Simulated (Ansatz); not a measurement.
Rb2LiInCl6:
```cif
data_Cl6InLiRb2
_chemical_formula_sum 'Rb2 Li1 In1 Cl6'
_space_group_name_H-M_alt 'P 1'
_space_group_IT_number 1
_cell_length_a 7.13580
_cell_length_b 7.13580
_cell_length_c 7.13580
_cell_angle_alpha 60.000
_cell_angle_beta 60.000
_cell_angle_gamma 60.000
loop_
_space_group_symop_operation_xyz
  'x, y, z'
loop_
_atom_site_label
_atom_site_type_symbol
_atom_site_fract_x
_atom_site_fract_y
_atom_site_fract_z
_atom_site_occupancy
Rb1 Rb 0.75000 0.75000 0.75000 1
Rb2 Rb 0.25000 0.25000 0.25000 1
Li1 Li 0.50000 0.50000 0.50000 1
In1 In 0.00000 0.00000 0.00000 1
Cl1 Cl 0.75126 0.24874 0.24874 1
Cl2 Cl 0.24874 0.75126 0.75126 1
Cl3 Cl 0.24874 0.75126 0.24874 1
Cl4 Cl 0.75126 0.24874 0.75126 1
Cl5 Cl 0.24874 0.24874 0.75126 1
Cl6 Cl 0.75126 0.75126 0.24874 1
```

Relaxed with PBEsol. Plane-wave PAW PBEsol (Ansatz code) gives a gap of 2.89 eV.

Question: What gap does HSE06 give on the same cell (Ansatz, PAW)?

Answer: 4.40 eV, 1.51 eV more. The hybrid was solved on a coarser mesh and at special points; its gap is the smallest among all of these.

```
k  v1 PBEsol  c1 PBEsol  v1 HSE06  c1 HSE06
-  ---------  ---------  --------  --------
Γ       0.00       2.89      0.00      4.40
X      -0.02       4.30       ___       ___
L      -0.26       3.71       ___       ___
W      -0.33       4.23       ___       ___
K      -0.15       4.19       ___       ___
```

Question: Top valence (v1) and lowest conduction level (c1) in eV from each method's valence maximum (which need not be a listed point): supply the withheld HSE06 values.

Answer: 
- L, v1 HSE06: -0.23
- L, c1 HSE06: 5.25
- W, v1 HSE06: -0.34
- W, c1 HSE06: 5.79
- K, v1 HSE06: -0.14
- K, c1 HSE06: 5.75
- X, v1 HSE06: -0.02
- X, c1 HSE06: 5.86

Cost on shared cores: the PBEsol run (SCF on a 5×5×5 mesh, then bands and DOS) roughly 90 core-seconds, the HSE06 run (SCF on 3×3×3, then a few points) around 6 core-minutes (rough); the tasks are unlike.

Space group Fm-3m. The first step of the workflow began from a Materials Project structure, measured or hypothetical; the Crystallography Open Database copy checked does not list it. Whether it is the stable phase at ambient conditions was not checked. The PBEsol relaxation kept the symmetry of its start; its stability against distortions is not shown here. Spin–orbit coupling is left out wherever it is not named.

Potentials: the later of the program's two PAW sets.
